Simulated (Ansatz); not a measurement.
Si:
```cif
data_Si14
_chemical_formula_sum 'Si14'
_space_group_name_H-M_alt 'P 1'
_space_group_IT_number 1
_cell_length_a 22.15900
_cell_length_b 22.15900
_cell_length_c 22.15900
_cell_angle_alpha 9.953
_cell_angle_beta 9.953
_cell_angle_gamma 9.953
loop_
_space_group_symop_operation_xyz
  'x, y, z'
loop_
_atom_site_label
_atom_site_type_symbol
_atom_site_fract_x
_atom_site_fract_y
_atom_site_fract_z
_atom_site_occupancy
Si1 Si 0.91059 0.91059 0.91059 1
Si2 Si 0.94651 0.94651 0.94651 1
Si3 Si 0.29179 0.29179 0.29179 1
Si4 Si 0.32739 0.32739 0.32739 1
Si5 Si 0.67261 0.67261 0.67261 1
Si6 Si 0.70821 0.70821 0.70821 1
Si7 Si 0.05349 0.05349 0.05349 1
Si8 Si 0.08941 0.08941 0.08941 1
Si9 Si 0.76802 0.76802 0.76802 1
Si10 Si 0.80363 0.80363 0.80363 1
Si11 Si 0.48218 0.48218 0.48218 1
Si12 Si 0.51782 0.51782 0.51782 1
Si13 Si 0.19637 0.19637 0.19637 1
Si14 Si 0.23198 0.23198 0.23198 1
```

Relaxed with r²SCAN. The program Ansatz at the r²SCAN level (PAW) gives a gap of 0.77 eV.

### Question
What gap does HSE06 give on the same cell (Ansatz, PAW)?

### Answer
1.15 eV, 0.38 eV more. The hybrid was solved on a coarser mesh and at special points; its gap is the smallest among all of these.

Cost on shared cores: the r²SCAN run (SCF on a 8×8×8 mesh, then bands and DOS) about 8 core-minutes (a rough figure), the HSE06 run (SCF on 5×5×5, then a few points) about 10 core-minutes (a rough figure); the tasks are unlike.

Space group R-3m. The start of the workflow was typed in or built on a structure type; neither database checked (COD, Materials Project) lists it. It is not the phase usual at ambient conditions (space group No. 227). The r²SCAN relaxation kept the symmetry of its start; its stability against distortions is not shown here.

Potentials: the later of the program's two PAW sets.
